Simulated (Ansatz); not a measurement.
Ta₂GeN:
Space group P6₃/mmc (No. 194); a = 3.276 Å, b = 3.276 Å, c = 11.991 Å, α = 90.00°, β = 90.00°, γ = 120.00°

```csv
atom,site,symmetry,x,y,z
Ge,2d,-6m2,0.6667,0.3333,0.2500
Ta,4f,3m.,0.3333,0.6667,0.0921
N,2a,-3m.,0.0000,0.0000,0.0000
```

Relaxed with r²SCAN.

Question: Tabulate the valence density and the electron localisation function along the shortest Ta–Ta contact (2.91 Å), DFT-r²SCAN in the program Ansatz with PAW potentials.

Answer: 

| distance from Ta (Å) | density (e/Å³) | ELF |
|---|---|---|
| 0.29 | 4.55 | 0.37 |
| 0.44 | 4.75 | 0.68 |
| 0.58 | 3.78 | 0.78 |
| 0.73 | 2.31 | 0.73 |
| 0.87 | 1.15 | 0.53 |
| 1.02 | 0.60 | 0.29 |
| 1.16 | 0.39 | 0.21 |
| 1.31 | 0.31 | 0.25 |
| 1.45 | 0.29 | 0.28 |
| 1.60 | 0.31 | 0.25 |
| 1.75 | 0.39 | 0.21 |
| 1.89 | 0.60 | 0.29 |
| 2.04 | 1.15 | 0.53 |
| 2.18 | 2.31 | 0.73 |
| 2.33 | 3.78 | 0.78 |
| 2.47 | 4.75 | 0.68 |
| 2.62 | 4.55 | 0.37 |

The density is the valence pseudo-density with augmentation charge, so density and ELF within about 1 Å of a nucleus are not all-electron values.

Space group P6_3/mmc. The start of the workflow was typed in or built on a structure type; neither database checked (COD, Materials Project) lists it. Whether it is the stable phase at ambient conditions was not checked. The r²SCAN relaxation kept the symmetry of its start; whether a distortion lowers the energy is not shown. No spin polarisation was allowed. Scalar-relativistic: spin–orbit coupling is off unless named, which matters more the heavier the elements.

Potentials: the earlier of the program's two PAW sets.
